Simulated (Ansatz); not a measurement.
CsCl:
```
CELL_PARAMETERS angstrom
      0.00000     3.52006     3.52006
      3.52006     0.00000     3.52006
      3.52006     3.52006     0.00000
ATOMIC_POSITIONS crystal
  Cs 0.00000 0.00000 0.00000
  Cl 0.50000 0.50000 0.50000
```

Relaxed with HSE06.

Problem. Give the Bader charges and basin volumes of the independent atoms, the program Ansatz at the HSE06 level (PAW).

Solution. 

```tsv
atom	Bader charge (e)	Bader volume (Å³)
Cs1	+0.86	40.6
Cl2	-0.86	40.6
```

Space group Fm-3m (rock salt). The first step of the workflow began from a Materials Project structure, measured or hypothetical; the Crystallography Open Database files this formula in space group No. 225, but the cells were not matched. It is not the phase usual at ambient conditions (space group No. 221). Symmetry was held in the HSE06 relaxation; whether a distortion lowers the energy is not shown. Scalar-relativistic: spin–orbit coupling is off unless named, which matters more the heavier the elements.

Potentials: the earlier of the program's two PAW sets.
